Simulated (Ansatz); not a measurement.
An Ansatz (a first-principles code) run. Input:

Ansatz 0.2 input:
```yaml
crystal:
  lattice:
    - [4.4470698711, 0.0, 0.0]
    - [-2.2235349355, 3.8512754808, 0.0]
    - [0.0, 0.0, 4.8562720058]
  atoms:
    - { symbol: Sb, position: [0.0, 0.0, 0.0] }
    - { symbol: Cu, position: [0.0, 0.0, 0.5] }
    - { symbol: Cu, position: [0.3333333333, 0.6666666667, 0.0] }
    - { symbol: Cu, position: [0.6666666667, 0.3333333333, 0.0] }
kpoints:
  mp_grid: { grid: [15, 15, 12] }
hamiltonian:
  xc: pbesol
  pseudopotentials: { kind: paw }
scf:
  occupations: { method: fermi_dirac, width: 0.1 }
elastic: { mode: relaxed_ion, stencil: two_point, amplitude: 0.005, f_tol: 0.0005 }
```

Output (shortened):

```
Pseudopotentials: kind: paw
Pseudopotential: Sb, paw, valence charge 15
Pseudopotential: Cu, paw, valence charge 19
Functional definition: PBEsol
Crystal: 4 atoms, lattice volume = 83.173 Å³
Basis set: ecut = 420 eV, 1607 PW (Γ), exchange–correlation on 60×60×72 points (8 copies of the dense FFT grid, shifted against one another)
Bands: 44, of which v1, the nominal top of the filled ones, is band 36 counted from 1 (35 counted from 0)
Symmetry: 24 space group operations
Space group: P6/mmm (ITA 191), of the structure as read, at distance tolerance 4.4e-5 Å
k-points: 189 of 2700
PAW frozen core: Sb, regenerated for the run's functional, and the local potential with it
PAW frozen core: Cu, regenerated for the run's functional, and the local potential with it
Initial wavefunctions: pseudopotential atomic-orbital guess
Eigensolver: davidson
Functional: x = pbesol(κ = 0.804, μ = 0.12345679012345678), c = pbesol(β = 0.046)
all-band conjugate gradients solve this SCF's bands
SCF 1 converged in 12 iterations: F = -26172.335560 eV  dr2 = 8.28e-14
Crystal: 4 atoms, lattice volume = 82.757 Å³
Symmetry: 8 space group operations
k-points: 448 of 2700
Initial density: handed on by an earlier stage of this run
Initial wavefunctions: pseudopotential atomic-orbital guess (no wavefunctions were taken with the density)
SCF 2 converged in 13 iterations: F = -26172.334558 eV  dr2 = 9.35e-14
relax step   1: F+E_penalty+E_count = -26172.33455812 eV  Δ(F+E_penalty+E_count) = +0.000e0 eV  max|allowed force component| = 1.541e-2 eV/Å  Δτ_max = 0.0000 Å  (13 SCF iters, accepted)
density extrapolation: transplant  |δρ|_rms = 3.841e-2 e/Å³  SAD shift = 5.989e-3 e/Å³
Crystal: 4 atoms, lattice volume = 82.757 Å³
Initial wavefunctions: those handed on with the density
SCF 3 converged in 9 iterations: F = -26172.334575 eV  dr2 = 2.47e-14
relax step   2: F+E_penalty+E_count = -26172.33457547 eV  Δ(F+E_penalty+E_count) = -1.736e-5 eV  max|allowed force component| = 9.078e-3 eV/Å  Δτ_max = 0.0007 Å  (9 SCF iters, accepted)
density extrapolation: transplant  |δρ|_rms = 3.841e-2 e/Å³  SAD shift = 8.587e-3 e/Å³
Crystal: 4 atoms, lattice volume = 82.757 Å³
SCF 4 converged in 9 iterations: F = -26172.334585 eV  dr2 = 3.45e-14
relax step   3: F+E_penalty+E_count = -26172.33458471 eV  Δ(F+E_penalty+E_count) = -9.241e-6 eV  max|allowed force component| = 1.808e-5 eV/Å  Δτ_max = 0.0010 Å  (9 SCF iters, accepted)
Crystal: 4 atoms, lattice volume = 82.757 Å³
SCF 5 converged in 6 iterations: F = -26172.334585 eV  dr2 = 6.67e-14
Crystal: 4 atoms, lattice volume = 83.589 Å³
Basis set: ecut = 420 eV, 1631 PW (Γ), exchange–correlation on 60×60×72 points (8 copies of the dense FFT grid, shifted against one another)
SCF 6 converged in 14 iterations: F = -26172.334602 eV  dr2 = 3.79e-15
relax step   1: F+E_penalty+E_count = -26172.33460197 eV  Δ(F+E_penalty+E_count) = +0.000e0 eV  max|allowed force component| = 1.457e-2 eV/Å  Δτ_max = 0.0000 Å  (14 SCF iters, accepted)
density extrapolation: transplant  |δρ|_rms = 3.783e-2 e/Å³  SAD shift = 1.374e-2 e/Å³
Crystal: 4 atoms, lattice volume = 83.589 Å³
SCF 7 converged in 9 iterations: F = -26172.334627 eV  dr2 = 2.23e-14
relax step   2: F+E_penalty+E_count = -26172.33462665 eV  Δ(F+E_penalty+E_count) = -2.468e-5 eV  max|allowed force component| = 5.167e-4 eV/Å  Δτ_max = 0.0016 Å  (9 SCF iters, accepted)
density extrapolation: transplant  |δρ|_rms = 3.783e-2 e/Å³  SAD shift = 5.052e-4 e/Å³
Crystal: 4 atoms, lattice volume = 83.589 Å³
SCF 8 converged in 7 iterations: F = -26172.334627 eV  dr2 = 9.39e-15
relax step   3: F+E_penalty+E_count = -26172.33462668 eV  Δ(F+E_penalty+E_count) = -3.100e-8 eV  max|allowed force component| = 1.088e-6 eV/Å  Δτ_max = 0.0001 Å  (7 SCF iters, accepted)
Crystal: 4 atoms, lattice volume = 83.589 Å³
SCF 9 converged in 5 iterations: F = -26172.334627 eV  dr2 = 7.20e-14
density extrapolation: transplant  |δρ|_rms = 3.811e-2 e/Å³  SAD shift = 1.549e-2 e/Å³
Crystal: 4 atoms, lattice volume = 82.757 Å³
Basis set: ecut = 420 eV, 1595 PW (Γ), exchange–correlation on 60×60×72 points (8 copies of the dense FFT grid, shifted against one another)
SCF 10 converged in 11 iterations: F = -26172.334248 eV  dr2 = 9.90e-15
density extrapolation: first-order (α = -2.000)  |δρ|_rms = 3.811e-2 e/Å³  SAD shift = 1.537e-2 e/Å³
Crystal: 4 atoms, lattice volume = 83.589 Å³
SCF 11 converged in 9 iterations: F = -26172.334692 eV  dr2 = 7.16e-15
Crystal: 4 atoms, lattice volume = 83.172 Å³
Symmetry: 4 space group operations
k-points: 728 of 2700
SCF 12 converged in 12 iterations: F = -26172.335610 eV  dr2 = 3.51e-15
relax step   1: F+E_penalty+E_count = -26172.33561000 eV  Δ(F+E_penalty+E_count) = +0.000e0 eV  max|allowed force component| = 2.206e-5 eV/Å  Δτ_max = 0.0000 Å  (12 SCF iters, accepted)
Crystal: 4 atoms, lattice volume = 83.172 Å³
SCF 13 converged in 6 iterations: F = -26172.335610 eV  dr2 = 8.16e-14
Crystal: 4 atoms, lattice volume = 83.172 Å³
SCF 14 converged in 12 iterations: F = -26172.335610 eV  dr2 = 3.27e-15
relax step   1: F+E_penalty+E_count = -26172.33561000 eV  Δ(F+E_penalty+E_count) = +0.000e0 eV  max|allowed force component| = 2.206e-5 eV/Å  Δτ_max = 0.0000 Å  (12 SCF iters, accepted)
Crystal: 4 atoms, lattice volume = 83.172 Å³
SCF 15 converged in 6 iterations: F = -26172.335610 eV  dr2 = 8.16e-14
SCF converged after 12 iterations
Free energy (F): -26172.335560 eV
Harris-Foulkes:  -26172.335560 eV  (|F-HF|=3.64e-12)
Internal energy: -26172.311839 eV  (E = F + TS)
E sigma→0 (E₀):  -26172.323700 eV
Entropy (-TS):   -0.023721 eV (-5.930 meV/atom)
Fermi energy:    10.207431 eV
--- Per-component energies (eV) ---
  E_band       = -1639.041936
  E_kinetic    = 1111.181986
  E_local      = -18146.807438  (includes V_loc(G=0)·N_el)
  E_nonlocal   = 1566.336707
  E_hartree    = 8078.226997
  E_xc         = -400.097276
  E_vxc        = -436.961911  (∫ρ·V_xc dr)
  E_paw        = -9404.138788  (= ΣΔE_a)
  E_vpaw       = -1889.246060  (= ΣTr[D̂ρ^β])
  E_aug_tail   = 0.000795  (compensation charges beyond the density's cutoff)
  E_ewald      = -8977.965286
  E_core_change = 0.950464  (= ΣΔE_core)
  E_smearing   = -0.023721  (= −TS)
  E_closure    = 0.000000  (closes the sum)
  Σ components = -26172.335560   (vs F -26172.335560, Δ=0.00e0)
--- Forces (eV/Å), atoms counted from 1 ---
  atom   1  Sb     0.00000000     0.00000000     0.00000000
  atom   2  Cu     0.00000000     0.00000000     0.00000000
  atom   3  Cu     0.00000000     0.00000000     0.00000000
  atom   4  Cu     0.00000000     0.00000000     0.00000000
  max |Σ_I F_I| component: 6.48e-17 eV/Å
--- Stress (GPa, compression-positive) ---
        0.002307       0.000000       0.000000
        0.000000       0.002307       0.000000
        0.000000       0.000000       0.073975
  P = ⅓ Tr σ = 0.0262 GPa (0.262 kbar)
  The stress holds the Pulay correction. Without it, at fixed plane waves, as pw.x and ABINIT print it: P = -0.0434 GPa
  The stress includes an estimate of the error left by incomplete SCF convergence (largest component  0.0000 GPa; it does not cover the PAW one-centre terms).
--- Band table (eV; the first three rows and the last of 189) ---
  k-point 0: bands = ["-102.5180", "-102.5113", "-102.0970", "-60.1436", "-60.1436", "-60.1058", "-60.1058", "-59.9277", "-59.9206", "-59.8579", "-59.5527", "-59.5527", "-19.2027", "-19.1638", "-19.1638", "-19.1203", "-19.1203", "-1.8137", "5.1785", "5.1785", …
  k-point 1: bands = ["-102.5180", "-102.5113", "-102.0970", "-60.1436", "-60.1436", "-60.1058", "-60.1058", "-59.9277", "-59.9206", "-59.8579", "-59.5527", "-59.5527", "-19.2020", "-19.1639", "-19.1639", "-19.1202", "-19.1202", "-1.7940", "5.1706", "5.1706", …
  k-point 2: bands = ["-102.5180", "-102.5113", "-102.0970", "-60.1436", "-60.1436", "-60.1058", "-60.1058", "-59.9277", "-59.9206", "-59.8580", "-59.5527", "-59.5527", "-19.2000", "-19.1639", "-19.1639", "-19.1201", "-19.1201", "-1.7385", "5.1494", "5.1494", …
  k-point 188: bands = ["-102.5147", "-102.5147", "-102.0970", "-60.1475", "-60.1247", "-60.1247", "-60.1020", "-59.9242", "-59.9242", "-59.8583", "-59.5528", "-59.5528", "-19.1882", "-19.1647", "-19.1647", "-19.1204", "-19.1204", "-0.3325", "4.2906", …
  band table: 44 of 44 bands, residual norms ≤ 1.0e-3 eV
--- Elastic constants: 3 strain directions × 2 members + reference (group order 24) ---
  dense FFT box of the reference and of every strained cell: 30×30×36
  strains applied: 11, 33, 23; error gains …
  C = ∂σ_k/∂η_j (tension-positive GPa; Voigt order 11 22 33 23 13 12):
       147.093     65.772      7.023      0.000      0.000      0.000
        65.772    147.093      7.023      0.000      0.000      0.000
         7.077      7.077    167.858      0.000      0.000      0.000
         0.000      0.000      0.000     -7.887      0.000      0.000
         0.000      0.000      0.000      0.000     -7.887      0.000
         0.000      0.000      0.000      0.000      0.000     40.660
  reference stress σ⁰ (GPa):     -0.002     -0.002     -0.074      0.000      0.000      0.000
  moduli (Voigt/Reuss/Hill, GPa): K = 69.09/68.47/68.78   G = 30.46/-25.94/2.26   E = 6.70   ν = 0.484
  mechanically stable: NO (min eigenvalue of sym C = -7.89 GPa)
  strain η (Voigt 11):  stress-route row diagonal C_11 = 147.09 GPa, energy-path curvature d²(F+E_count+ΔE)/dδ²/Ω₀ = 147.10 GPa
         δ    σ_11 (GPa)             F (eV)   n_scf  n_hpsi   n_pw
    -5.000e-3      -0.7539      -26172.3345847       6  257374   1660   relax 3 steps, max|allowed force component| 1.81e-5 eV/Å
     5.000e-3       0.7170      -26172.3346267       5  253490   1666   relax 3 steps, max|allowed force component| 1.09e-6 eV/Å
  strain η (Voigt 33):  stress-route row diagonal C_33 = 167.86 GPa, energy-path curvature d²(F+E_count+ΔE)/dδ²/Ω₀ = 167.82 GPa
         δ    σ_33 (GPa)             F (eV)   n_scf  n_hpsi   n_pw
    -5.000e-3      -0.9454      -26172.3342475      11  170194   1660   relax 0 steps, max|allowed force component| 1.53e-16 eV/Å
     5.000e-3       0.7331      -26172.3346916       9  147783   1672   relax 0 steps, max|allowed force component| 1.11e-16 eV/Å
  strain η (Voigt 23):  stress-route row diagonal C_44 = -7.89 GPa, energy-path curvature d²(F+E_count+ΔE)/dδ²/Ω₀ = -7.89 GPa
         δ    σ_23 (GPa)             F (eV)   n_scf  n_hpsi   n_pw
    -5.000e-3       0.0394      -26172.3356100       6  413364   1660   relax 1 steps, max|allowed force component| 2.21e-5 eV/Å
     5.000e-3      -0.0394      -26172.3356100       6  413415   1660   relax 1 steps, max|allowed force component| 2.21e-5 eV/Å
```

Cost: around 22 core-minutes (rough) on shared cores.

The start of the workflow was typed in or built on a structure type; neither database checked (COD, Materials Project) lists it. Its standing as an ambient phase is unchecked. Symmetry was held in the PBEsol relaxation. At this level the phase is mechanically unstable. The run is not spin-polarised. Its formation energy is positive at this level, so the cell may be metastable or incomplete. As this level gives no gap, shear constants depend on the k-mesh and smearing (Fermi–Dirac, 0.1 eV here). Scalar-relativistic: spin–orbit coupling is off unless named, which matters more the heavier the elements.

Potentials: the later of the program's two PAW sets.

Ansatz is a plane-wave DFT program.
